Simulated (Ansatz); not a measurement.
## 4 guesses for TmI4 and where they end

Method: DFT PBE, scalar-relativistic, plane waves, PAW, and for the lanthanide a 4f-in-core norm-conserving potential (Ansatz 0.2.0). All cells share a 690 eV cutoff and Γ-centred k meshes spaced about 0.3 Å⁻¹ or finer (0.25 for metals, 2π included). No spin polarisation in the final relaxations.

Each guess was relaxed in cell and atoms at zero pressure, within the symmetry of its start. Temperature and zero-point effects are left out. Coordination counts I atoms around Tm (those within 1.25 times the shortest such distance or 1.15 times the sum of covalent radii, 1.27 where that leaves under three; a plus sign parts nearer from farther groups).

```json
{"guess": "1", "made from": "OsCl4 type", "start group": "Cmmm", "V start (Å³/atom)": "37.3", "end group": "Cmmm", "V end (Å³/atom)": "48.6", "coordination at the end": "Tm 6", "gap on mesh (eV)": "0", "E over the lowest end (meV/atom)": "0"}
{"guess": "2", "made from": "SnI4 type", "start group": "P-43m", "V start (Å³/atom)": "44.9", "end group": "P-43m", "V end (Å³/atom)": "54.3", "coordination at the end": "Tm 4", "gap on mesh (eV)": "0", "E over the lowest end (meV/atom)": "156"}
{"guess": "3", "made from": "Sn4Pt type", "start group": "Ccce", "V start (Å³/atom)": "38.4", "end group": "Ccce", "V end (Å³/atom)": "44.4", "coordination at the end": "Tm 4+4", "gap on mesh (eV)": "0", "E over the lowest end (meV/atom)": "34"}
{"guess": "4", "made from": "random cell", "start group": "Fm-3m", "V start (Å³/atom)": "43.7", "end group": "?", "V end (Å³/atom)": "?", "coordination at the end": "?", "gap on mesh (eV)": "?", "E over the lowest end (meV/atom)": "?"}
```

Guess 4 as it starts:

```cif
data_structure
_symmetry_space_group_name_H-M 'Fm-3m'
_symmetry_Int_Tables_number 225
_cell_length_a 12.0497
_cell_length_b 12.0497
_cell_length_c 12.0497
_cell_angle_alpha 90.000
_cell_angle_beta 90.000
_cell_angle_gamma 90.000
_cell_volume 1749.56
loop_
_atom_site_label
_atom_site_type_symbol
_atom_site_symmetry_multiplicity
_atom_site_Wyckoff_symbol
_atom_site_fract_x
_atom_site_fract_y
_atom_site_fract_z
_atom_site_occupancy
Tm1 Tm 8 c 0.25000 0.75000 0.75000 1
I1 I 32 f 0.10626 0.10626 0.60626 1
```

Question: Fill in the missing row: what does this guess relax into, and where does it rank?

Answer: It ends in space group Fm-3m (No. 225), with a = 14.672 Å, 79.0 Å³/atom and no gap. It lies 137 meV/atom over the lowest end, above guess 3 and below guess 2. Counting I atoms around Tm, this end has Tm 4 and the lowest (guess 1) has Tm 6.

```xyz
10
Lattice="0.0000 7.3358 7.3358 7.3358 0.0000 7.3358 7.3358 7.3358 0.0000" Properties=species:S:1:pos:R:3 pbc="T T T"
Tm    3.6679    3.6679    3.6679
Tm   11.0037   11.0037   11.0037
I     9.3654    9.3654    9.3654
I     5.3063    5.3063    9.3654
I     5.3063    9.3654    5.3063
I     9.3654    5.3063    5.3063
I     9.3654    9.3654    5.3063
I     5.3063    5.3063    5.3063
I     9.3654    5.3063    9.3654
I     5.3063    9.3654    9.3654
```

Energies over the elements count from the elements' standard structures at the same level, with no fitted energy shifts.

Question: Is the lowest end bound against the elements?

Answer: Yes: its formation energy is −0.97 eV/atom. It lies below the elements, which doesn't yet make it stable against other compounds or structures.

No dispersion correction is applied, so the spacing and binding between layers, chains or molecules are poorly described (Cmmm, Ccce, Fm-3m, P-43m), and this can change margins and order among such cells. Spin–orbit coupling, which can matter for I, is left out. In Cmmm, P-43m an odd number of valence electrons (the lanthanide is held trivalent, its 4f shell in the core) allows no gap without spin; another valence of the lanthanide, a larger cell or a magnetic state could open one. The reference form of I is held partly by dispersion forces, which this level lacks. The Cmmm cell has imaginary phonons, to 38i cm⁻¹ on its k mesh, which in a cell without a gap can be an artefact. Without a clear test, and held by symmetry: Ccce, Fm-3m and P-43m. A lower structure may well exist outside this small set. Some candidate types were left out of the draw beforehand, so a known form may be missing.

The lanthanide is trivalent by construction, without f bands, f moments or other valences. The reference runs of the other elements, and any phases without the lanthanide, used 420 eV, which shifts energies against them by under 10 meV/atom. The lanthanide's reference is the lowest of its hcp, dhcp and fcc cells.
